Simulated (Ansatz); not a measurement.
FeSi₂:
```
FeSi2
1.0
    2.67656     0.00000     0.00000
    0.00000     2.67656     0.00000
    0.00000     0.00000     5.10617
Fe Si
1 2
Cartesian
  0.00000   0.00000   0.00000
  1.33828   1.33828   3.71817
  1.33828   1.33828   1.38800
```

This is the PBEsol-relaxed structure. Tensor components refer to the Cartesian frame of this cell.

All from plane-wave PAW PBEsol (Ansatz code), unless another level is named. Give the highest zone-centre frequency.

557 cm⁻¹.

Next, the bulk modulus (Birch–Murnaghan fit)?

194 GPa.

Give the elastic constants (relaxed ions, GPa).

C11 = 362, C12 = 84.2, C13 = 103, C33 = 485, C44 = 116, C66 = 128.

Space group P4/mmm. The first step of the workflow began from a Materials Project structure, measured or hypothetical; the Crystallography Open Database files this formula in space group No. 123, but the cells were not matched. Its standing as an ambient phase is unchecked. Symmetry was held in the PBEsol relaxation; of distortions, only those at the zone centre were tested. The run is not spin-polarised. As this level gives no gap, shear constants depend on the k-mesh and smearing (Fermi–Dirac, 0.1 eV here). As this level gives no gap, phonon frequencies hold no LO–TO term and depend on the k-mesh and smearing (Fermi–Dirac, 0.1 eV here).

Potentials: the later of the program's two PAW sets.
